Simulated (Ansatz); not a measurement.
K₃ZnH₅ — coordination and 2H quadrupole coupling

Cell: an entry of the Crystallography Open Database (COD), its atoms then relaxed with PBE in this cell.

Space group I4/mcm (No. 140); a = 7.5819, c = 11.1671 Å.

```csv
site,Wyckoff,site symmetry,x,y,z
K1,8h,m.2m,0.6797,0.1797,0.0000
K5,4a,422,0.0000,0.0000,0.2500
Zn,4b,-42m,0.0000,0.5000,0.2500
H9,4c,4/m..,0.0000,0.0000,0.0000
H11,16l,..m,0.1245,0.6245,0.1619
```

One atom of each set is listed; the run and its k-mesh use a cell of 18 atoms with edges of 7.74, 7.74, 7.74 Å.

Method: Kohn–Sham DFT in Ansatz, PBE, plane waves and PAW, scalar-relativistic, 420 eV cutoff, Γ-centred 5×5×5 k-points, Fermi–Dirac smearing 0.02 eV.

Q(2H) = 2.858 mb.

Task: Order the H environments from the weakest to the strongest quadrupole coupling.
A. H11: 1 Zn at 1.66 Å; also 5 K at 2.77–3.16 Å
B. H9: 6 K at 2.78–2.79 Å

Result: B (≈0 MHz, η = –), A (0.049 MHz, η = 0.02).

At H11 V_zz points along its bond to Zn (within 1°).
